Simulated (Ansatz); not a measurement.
CsCl (CsCl type)

```yaml
crystal:
  lattice:
    - [4.20589, 0.00000, 0.00000]
    - [0.00000, 4.20589, 0.00000]
    - [0.00000, 0.00000, 4.20589]
  atoms:
    - { symbol: Cs, position: [0.00000, 0.00000, 0.00000] }
    - { symbol: Cl, position: [0.50000, 0.50000, 0.50000] }
```

The slice is a {110} plane (indices of the conventional cell) through the point (0.500, 0.500, 0.500) (fractional), spanned by u = [100] and v = [011] in vectors of this cell: u (4.21 Å) and v (5.95 Å, at 90° to u). It covers one period; positions are fractions (u, v).

Level of theory: PBE (plane waves to 420 eV, PAW, scalar-relativistic; Ansatz, a program for electronic structure). k mesh 8×8×8. Inside the PAW spheres the values are not all-electron values, and peaks at nuclei hang on which shells count as valence. CsCl was relaxed with its symmetry unable to fall.

Problem. Predict the map of the valence electron density on the slice.

Solution. 
```tsv
v \ u	0.00	0.10	0.20	0.30	0.40	0.50	0.60	0.70	0.80	0.90
0.86	0.0	-0.2	-0.6	-1.1	-1.5	-1.7	-1.5	-1.1	-0.6	-0.2
0.71	-1.3	-1.3	-1.3	-1.0	-0.7	-0.5	-0.7	-1.0	-1.3	-1.3
0.57	-1.7	-1.3	-0.6	-0.1	0.0	-0.1	0.0	-0.1	-0.6	-1.3
0.43	-1.7	-1.3	-0.6	-0.1	0.0	-0.1	0.0	-0.1	-0.6	-1.3
0.29	-1.3	-1.3	-1.3	-1.0	-0.7	-0.5	-0.7	-1.0	-1.3	-1.3
0.14	0.0	-0.2	-0.6	-1.1	-1.5	-1.7	-1.5	-1.1	-0.6	-0.2
0.00	-3.0	0.2	0.0	-0.7	-1.3	-1.7	-1.3	-0.7	0.0	0.2
```

Values: log₁₀ of the valence density in e/Å³. The scale is logarithmic, as a density can span decades between atoms and voids; values under 0.001 e/Å³ are set to 0.001.
